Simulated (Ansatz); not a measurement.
A relaxed cell of Al2Cu3 is given with its symmetry left out. The cell was found from a structure generator's guess, not taken from experiment.

Method: Ansatz 0.2.0, DFT PBE, scalar-relativistic, plane waves, PAW. Cutoff 420 eV, Γ-centred mesh, Gaussian smearing, no spin polarisation.

```xyz
10
Lattice="2.7394 0.0000 0.0000 -1.3697 2.3724 0.0000 0.0000 0.0000 20.9130" Properties=species:S:1:pos:R:3 pbc="T T T"
Al    0.0000    1.5816   19.7417
Al    0.0000    1.5816   11.6279
Al    1.3697    0.7908    1.1714
Al    1.3697    0.7908    9.2852
Cu    0.0000    1.5816   15.6848
Cu    0.0000    1.5816    3.2108
Cu    0.0000    1.5816    7.2457
Cu    1.3697    0.7908   17.7022
Cu    1.3697    0.7908    5.2283
Cu    1.3697    0.7908   13.6674
```

Formation energies are uncorrected and refer to the elements' standard structures at the same level.

(1) Find its symmetry and describe it.

(2) What is its formation energy per atom?

(3) Is it a metal?

## Answers

(1) P6_3/mmc (No. 194), with Al and Cu ordered on hcp sites. Conventional cell: a = 2.739 Å, c = 20.913 Å. Around Al lie 3 Cu at 2.58 Å and 9 Al at 2.74–2.83 Å; around Cu on a site of symmetry -6m2 lie 6 Cu at 2.56 Å and 6 Cu at 2.74 Å; Cu on a site of symmetry 3m is surrounded by 3 Cu at 2.56 Å, 3 Al at 2.58 Å and 6 Cu at 2.74 Å.

(2) 0.00 eV/atom. The formation energy is too near zero to say whether this cell lies below the elements.

(3) Yes, bands cross the Fermi level on the 18×18×2 mesh.

The last run used an 18×18×2 mesh (in the run's order of axes) for its 10-atom cell and Gaussian smearing of 0.10 eV. The k mesh leaves some 4 meV/atom of noise in the energy of each metallic cell. Symmetry constrained the relaxation, so the result can be a saddle point. Another cell of Al2Cu3 relaxed alike, in R-3m, lies 170 meV/atom lower, so this cell isn't the stable form at this level.
